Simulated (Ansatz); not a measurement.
NbAs:
```xyz
4
Lattice="-1.7195 1.7195 5.7977 1.7195 -1.7195 5.7977 1.7195 1.7195 -5.7977" Properties=species:S:1:pos:R:3 pbc="T T T"
Nb     0.0000     0.0000    11.5809
Nb     0.0000     1.7195     2.8843
As     0.0000     0.0000     4.8382
As     1.7195     0.0000     1.9393
```

Relaxed with PBEsol. Special points in fractions of this cell's reciprocal vectors: Γ (0.000, 0.000, 0.000); X (0.000, 0.000, 0.500); P (0.250, 0.250, 0.250); N (0.000, 0.500, 0.000); M (0.500, 0.500, -0.500); S (0.272, 0.728, -0.272); S0 (-0.272, 0.272, 0.272); R (-0.044, 0.044, 0.500); G (0.500, 0.500, -0.044).

Problem. List the band energies nearest the Fermi level at these points for DFT-PBEsol in the program Ansatz with PAW potentials.

Solution. In eV from the Fermi level; about four levels below and three above (degenerate sets whole), none deeper than 8.9 eV; points with the same levels are listed once.

```
k                    below                above
-  -----------------------  -------------------
Γ  -2.10 -1.72 -1.39 -1.39       0.70 1.29 2.51
X  -2.81 -2.81 -0.62 -0.62  2.47 2.47 2.74 2.74
P  -2.84 -2.84 -0.60 -0.60  2.48 2.48 2.71 2.71
N  -2.30 -1.81 -1.42 -0.05       0.05 1.22 2.17
M  -2.58 -2.58 -0.54 -0.54  0.98 0.98 2.00 2.00
S  -2.28 -2.12 -1.42 -0.16       0.22 1.50 2.04
R  -2.78 -2.78 -0.66 -0.66  2.35 2.35 2.75 2.75
```

Space group I4_1md. The cell was relaxed with PBEsol under the symmetry of its start. No spin polarisation was allowed. A small band overlap can be real or an error of a semilocal functional. The Fermi level of a semimetal is unsure by some 0.05 eV on such meshes. Scalar-relativistic: spin–orbit coupling is off unless named, which matters more the heavier the elements.

Potentials: the later of the program's two PAW sets.
